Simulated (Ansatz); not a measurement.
## ScCu from its elements: all-electron against pseudopotential results

```xyz
2
Lattice="3.1671 0.0000 0.0000 0.0000 3.1671 0.0000 0.0000 0.0000 3.1671" Properties=species:S:1:pos:R:3 pbc="T T T"
Sc    1.5835    1.5835    1.5835
Cu    0.0000    0.0000    0.0000
```

The cell comes from a relaxation on PAW files under the same functional, begun from a database entry that needn't be the ground state.

Level of theory: DFT with LDA, scalar-relativistic, in Ansatz 0.2.0; a Γ-centred 13×13×13 k mesh, Fermi–Dirac smearing of 0.05 eV, no spin polarisation. LAPW: all electrons, basis error target 0.5 meV/atom; PAW: frozen-core files, cutoff 420 eV; norm-conserving: pseudopotentials, cutoff 1252 eV.

The elements are taken as Cu fcc, Sc hcp, each relaxed on PAW files under the same functional and computed by the same method as the compound; zero-point and thermal terms are left out.

The PAW files were made under PBE. The norm-conserving files are those that the library serves for this functional.

Question: What is the formation energy by LAPW, and how far do the other methods lie from it?

Answer: -0.275 eV/atom; PAW -0.5 meV/atom; norm-conserving -7.6 meV/atom. The compound is bound against these elements; other compounds of the system weren't compared.

Question: Give the LAPW value for one formula unit in kJ/mol.

Answer: -0.275 eV/atom × 2 atoms × 96.485 kJ/(mol·eV) = -53.1 kJ/mol, at zero temperature and without zero-point motion.

Question: How does the cell move when LAPW relaxes it further?

Answer: It takes no step: the LAPW pressure of -0.02 GPa and the forces already lie within the run's tolerances.
